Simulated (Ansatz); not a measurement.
# Zn16S16O: course of a relaxation

These are results of Ansatz 0.2.0, DFT PBE, scalar-relativistic, plane waves, PAW, not measurements. (420 eV cutoff, 2×2×2 k-mesh, Gaussian smearing of 0.01 eV, no spin polarisation)

What was changed: O interstitial, charge -2, atoms relaxed at the host's cell.

In a supercell of 33 atoms the defect feels its periodic images, and the cell reads as a metal on the mesh, so a level in the gap can't be told from a carrier in the bands.

Spin polarisation was left out.

Command:

```bash
ansatz run input.yaml --threads 4 --pin off --max-ram 10240MiB --backend cpu --events-out ev --progress --plain --runs-dir out
```

Input:

```yaml
crystal:
  lattice:
    - [7.6923103689, -1.0e-10, 0.0]
    - [-3.8461551845, -6.6617361932, 0.0]
    - [0.0, 0.0, -12.5886853856]
  atoms:
    - { symbol: Zn, position: [0.1589312921, 0.3173566854, 0.2516606818] }
    - { symbol: Zn, position: [0.6611512143, 0.3246458798, 0.2493986173] }
    - { symbol: Zn, position: [0.1549181159, 0.8266480995, 0.2527291181] }
    - { symbol: Zn, position: [0.6644593912, 0.8240687629, 0.2779625683] }
    - { symbol: Zn, position: [0.8356925015, 0.1620792327, 0.7513255341] }
    - { symbol: Zn, position: [0.342849249, 0.1646290661, 0.7472572281] }
    - { symbol: Zn, position: [0.8356493063, 0.6596693437, 0.7513670634] }
    - { symbol: Zn, position: [0.3351450642, 0.6605475884, 0.7513617134] }
    - { symbol: Zn, position: [0.5016125623, 0.4942150508, 0.5016779261] }
    - { symbol: Zn, position: [0.0010735537, 0.4935247469, 0.4995328197] }
    - { symbol: Zn, position: [0.5015112913, 0.9933270811, 0.50186602] }
    - { symbol: Zn, position: [0.0065188631, 0.9961928092, 0.5096965101] }
    - { symbol: Zn, position: [0.491829191, -0.0038880235, 0.9984319856] }
    - { symbol: Zn, position: [0.0206017619, 0.0038119617, 0.9889585971] }
    - { symbol: Zn, position: [0.4919317473, 0.4818004565, 0.9987918495] }
    - { symbol: Zn, position: [-0.0006752025, 0.4926186091, 1.0022956767] }
    - { symbol: S, position: [0.1648645766, 0.324342264, 0.0640777905] }
    - { symbol: S, position: [0.6630469381, 0.3229558616, 0.063911892] }
    - { symbol: S, position: [0.1671848845, 0.829940468, 0.0620787852] }
    - { symbol: S, position: [0.6649475515, 0.8252940334, 0.0173896876] }
    - { symbol: S, position: [0.8348035568, 0.1618232723, 0.5639492882] }
    - { symbol: S, position: [0.3411562777, 0.1636555882, 0.5634503725] }
    - { symbol: S, position: [0.8347536421, 0.6588924938, 0.5640368157] }
    - { symbol: S, position: [0.3337463087, 0.6598108818, 0.5634095241] }
    - { symbol: S, position: [0.4932261657, 0.4856959984, 0.3162898622] }
    - { symbol: S, position: [-0.0020620121, 0.4917709991, 0.312574212] }
    - { symbol: S, position: [0.4933679854, 0.9932074993, 0.3164559372] }
    - { symbol: S, position: [0.0056835229, 0.990656308, 0.3266093062] }
    - { symbol: S, position: [0.5012917676, -0.0047256827, 0.8106070134] }
    - { symbol: S, position: [0.0107498825, -0.0015672772, 0.8030682732] }
    - { symbol: S, position: [0.5013558976, 0.4922566978, 0.810861792] }
    - { symbol: S, position: [0.002357624, 0.4941865394, 0.8153187102] }
    - { symbol: O, position: [0.7706737421, 0.8816400889, 0.1349110611] }
  host:
    lattice:
      - [3.8461551845, 0.0, 0.0]
      - [-1.9230775922, 3.3308680967, 0.0]
      - [0.0, 0.0, 12.5886853856]
    atoms:
      - { symbol: Zn, position: [0.6666666667, 0.3333333333, 0.7500383543] }
      - { symbol: Zn, position: [0.3333333333, 0.6666666667, 0.2500383543] }
      - { symbol: Zn, position: [0.0, 0.0, 0.5000855075] }
      - { symbol: Zn, position: [0.0, 0.0, 8.55075e-05] }
      - { symbol: S, position: [0.6666666667, 0.3333333333, 0.9376114936] }
      - { symbol: S, position: [0.3333333333, 0.6666666667, 0.4376114936] }
      - { symbol: S, position: [0.0, 0.0, 0.6872636447] }
      - { symbol: S, position: [0.0, 0.0, 0.1872636447] }
total_charge: -2
basis:
  ecutwfc: 420
  xc_grid: 2
kpoints:
  mp_grid: { grid: [2, 2, 2], shift: [0.0, 0.0, 0.0] }
hamiltonian:
  xc: pbe
scf:
  occupations: { method: gaussian, width: 0.01 }
output:
  forces: true
  stress: false
  eigenvalues: true
  charged_corrections:
    defect_position: [0.84375, 0.6875, 0.15384615]
    epsilon: [[9.1888, 0.0, 0.0], [0.0, 9.1888, 0.0], [0.0, 0.0, 9.4861]]
  write_density: true
  write_potential: true
  elf: true
  volumetric_format: npy
relax:
  adjacent_minimum: "off"
  f_tol: 0.025
  max_steps: 45
```

F is the free energy.

Steps:

```
step F − F(1) (eV) largest force component (eV/Å)
   1         0.0000                           0.472
   2        -0.0290                           0.260
   3        -0.0433                           0.034
   4        -0.0442                           0.044
   5        -0.0442                           0.040
   6        -0.0445                           0.010
```

Relaxed structure:

```yaml
crystal:
  lattice:
    - [7.69231, 0.00000, 0.00000]
    - [-3.84616, -6.66174, 0.00000]
    - [0.00000, 0.00000, -12.58869]
  atoms:
    - { symbol: Zn, position: [0.16040, 0.31643, 0.25110] }
    - { symbol: Zn, position: [0.66276, 0.32438, 0.25124] }
    - { symbol: Zn, position: [0.16057, 0.82995, 0.25106] }
    - { symbol: Zn, position: [0.66781, 0.82684, 0.28374] }
    - { symbol: Zn, position: [0.83275, 0.15977, 0.75043] }
    - { symbol: Zn, position: [0.34300, 0.16448, 0.74794] }
    - { symbol: Zn, position: [0.83270, 0.65900, 0.75048] }
    - { symbol: Zn, position: [0.33453, 0.66027, 0.74876] }
    - { symbol: Zn, position: [0.50097, 0.49429, 0.50182] }
    - { symbol: Zn, position: [0.99832, 0.49221, 0.49871] }
    - { symbol: Zn, position: [0.50103, 0.99281, 0.50181] }
    - { symbol: Zn, position: [0.00443, 0.99520, 0.51279] }
    - { symbol: Zn, position: [0.49372, 0.99651, 0.99859] }
    - { symbol: Zn, position: [0.01987, 0.00293, 0.98742] }
    - { symbol: Zn, position: [0.49355, 0.48304, 0.99862] }
    - { symbol: Zn, position: [0.99997, 0.49303, 0.99995] }
    - { symbol: S, position: [0.16496, 0.32443, 0.06294] }
    - { symbol: S, position: [0.66613, 0.32606, 0.06375] }
    - { symbol: S, position: [0.16507, 0.82660, 0.06291] }
    - { symbol: S, position: [0.66919, 0.82752, 0.02016] }
    - { symbol: S, position: [0.83310, 0.16170, 0.56360] }
    - { symbol: S, position: [0.34138, 0.16372, 0.56350] }
    - { symbol: S, position: [0.83302, 0.65741, 0.56363] }
    - { symbol: S, position: [0.33212, 0.65911, 0.56123] }
    - { symbol: S, position: [0.49294, 0.48519, 0.31615] }
    - { symbol: S, position: [0.99864, 0.49233, 0.31076] }
    - { symbol: S, position: [0.49304, 0.99375, 0.31615] }
    - { symbol: S, position: [0.00996, 0.99789, 0.32799] }
    - { symbol: S, position: [0.50011, 0.99337, 0.81074] }
    - { symbol: S, position: [0.00900, 0.99752, 0.80160] }
    - { symbol: S, position: [0.50004, 0.49271, 0.81076] }
    - { symbol: S, position: [0.00042, 0.49322, 0.81305] }
    - { symbol: O, position: [0.76888, 0.87741, 0.13991] }
```

The run converged. The run took 2.4 min on 4 threads of Arm Neoverse V2, with other jobs on the host, peak memory 2.9 GiB.